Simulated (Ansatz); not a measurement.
Relaxed structures of Ru for which phonons were computed (DFPT at Γ and, for small cells, zone-boundary points). These are r2SCAN (plane waves to 500 eV, PAW, scalar-relativistic; Ansatz, a quantum-chemistry and plane-wave program) values and carry that method's errors.

| structure | E − E(P6₃/mmc, hP2, hcp (Mg type)) (eV/atom) | V (Å³/atom) |
|---|---|---|
| P6/mmm, hP3 | 0.26 | 13.84 |
| P6₃/mmc, hP2, hcp (Mg type) | 0.00 | 13.51 |
| I4/mmm, tI2, AFLOW prototype A_tI2_139_a (A_a) | 0.58 | 13.97 |
| P6₃/mmc, hP4, AFLOW prototype A_hP4_194_ac (A3', as in La) | 0.09 | 13.56 |

### Question
Which of them are dynamically unstable at the sampled points?

### Answer
- P6/mmm, hP3: weakly unstable, which may be the coarse k-mesh's doing, lowest mode about 50i cm⁻¹
- P6₃/mmc, hP2, hcp (Mg type): nothing beyond 15i cm⁻¹
- I4/mmm, tI2, AFLOW prototype A_tI2_139_a (A_a): unstable, lowest mode about 265i cm⁻¹
- P6₃/mmc, hP4, AFLOW prototype A_hP4_194_ac (A3', as in La): nothing beyond 15i cm⁻¹

Probably no minimum, since a slightly shaken restart fell lower: I4/mmm, tI2, AFLOW prototype A_tI2_139_a (A_a) (by 0.58 eV/atom, to P6₃/mmc). 1 run with a doubtful electronic state, a coarser numerical grid, an end not at rest or a source that can't be used is left out. Each run could gain symmetry but not lose that of its start, so entries can be saddle points. From databases, or of a type measured for this composition: P6₃/mmc, hP2, hcp (Mg type); the others are generated cells (placed on structure types, drawn at random, substituted or restacked) that were not matched to a known phase here. Energies are at zero temperature and pressure, without zero-point motion. No spin polarisation in the result.
